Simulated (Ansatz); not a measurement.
**How much do the gradients of BaZnSbF depend on the method?**

Cell: an entry of the Crystallography Open Database (COD), ions relaxed with PBE at fixed cell.

```cif
data_BaZnSbF
_symmetry_space_group_name_H-M 'P4/nmm:1'
_symmetry_Int_Tables_number 129
_cell_length_a 4.4383
_cell_length_b 4.4383
_cell_length_c 9.7789
_cell_angle_alpha 90.000
_cell_angle_beta 90.000
_cell_angle_gamma 90.000
loop_
_atom_site_label
_atom_site_type_symbol
_atom_site_symmetry_multiplicity
_atom_site_Wyckoff_symbol
_atom_site_fract_x
_atom_site_fract_y
_atom_site_fract_z
Ba Ba 2 c 0.0000 0.5000 0.3493
Zn Zn 2 a 0.5000 0.5000 0.0000
Sb Sb 2 c 0.5000 0.0000 0.1676
F F 2 b 0.5000 0.5000 0.5000
```

One atom of each set is listed.

First run. All values are calculated (Ansatz; DFT, PBE, plane waves and PAW, scalar-relativistic, 420 eV cutoff, Γ-centred 8×8×4 k-points, Fermi–Dirac smearing 0.05 eV), not measured.

```tsv
site	V_zz (10²¹ V/m²)	η
Ba	3.28	0.00
Zn	-1.28	0.00
Sb	-3.24	0.00
F	0.19	0.00
```

Second run. The same atoms and settings, except that the functional is r2SCAN and the cutoff is 500 eV.

Task: What does the second run give?

Result: 

| site | V_zz | η | change of V_zz |
| --- | --- | --- | --- |
| Ba | 3.72 | 0.00 | +0.44 |
| Zn | -1.33 | 0.00 | -0.05 |
| Sb | -2.97 | 0.00 | +0.27 |
| F | 0.14 | 0.00 | -0.05 |

The largest change of V_zz is on Ba, from 3.28 to 3.72. In per cent, |V_zz| changes by +13 on Ba, -8 on Sb (all sites that start above 2).

With no gap above 0.1 eV, as in a metal, the gradients converge slowly in k; expect changes of a tenth or more on a denser mesh. Without spin–orbit coupling (the program notes it for Ba and Sb) the gradients can shift somewhat, as the gap is small.
For the first run: With these PAW files V_zz is typically within 2 to 3 % of all-electron values, but misses above 10 % occur on Sb.
For the second run: With these PAW files V_zz is typically within 2 to 3 % of all-electron values, but misses above 10 % occur on Sb, Zn.
